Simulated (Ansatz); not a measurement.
A structure of CdS relaxed with PBEsol (plane waves to 420 eV, PAW, scalar-relativistic; Ansatz, a program for electronic structure); single points at other levels follow on the same geometry (Ansatz, PAW; HSE06 at 420 eV on a 6×6×4 k-mesh; no spin-orbit coupling). Space group P6₃mc (No. 186).

```cif
data_Cd2S2
_chemical_formula_sum 'Cd2 S2'
_space_group_name_H-M_alt 'P63mc'
_space_group_IT_number 186
_space_group_name_Hall 'P 6c -2c'
_cell_length_a 4.12504
_cell_length_b 4.12504
_cell_length_c 6.70814
_cell_angle_alpha 90.000
_cell_angle_beta 90.000
_cell_angle_gamma 120.000
loop_
_atom_site_label
_atom_site_type_symbol
_atom_site_symmetry_multiplicity
_atom_site_Wyckoff_symbol
_atom_site_fract_x
_atom_site_fract_y
_atom_site_fract_z
_atom_site_occupancy
Cd1 Cd 2 b 0.33333 0.66667 0.30223 1
S1 S 2 b 0.66667 0.33333 0.17888 1
```

```
level   gap (eV)    kind  conduction minimum
------  --------  ------  ------------------
PBEsol      1.09  direct                   Γ
HSE06       2.26       –                   Γ
```

No spin polarisation in the result.

Measured for CdS: a 4.136 Å (as listed in Ankan Biswas, S.R. Meher, Deepak K. Kaushik, Journal of Physics Conference Series (2022)); c 6.714 Å (as listed in Ankan Biswas, S.R. Meher, Deepak K. Kaushik, Journal of Physics Conference Series (2022)). Computed minus measured — a: PBEsol -0.3 %; c: PBEsol -0.1 %. The computed values are for a static lattice.

The run could not lose the symmetry of its start.

It was reached from a disturbed copy of a P6₃/mmc (No. 194) cell, against which it lies -0.079 eV/atom.
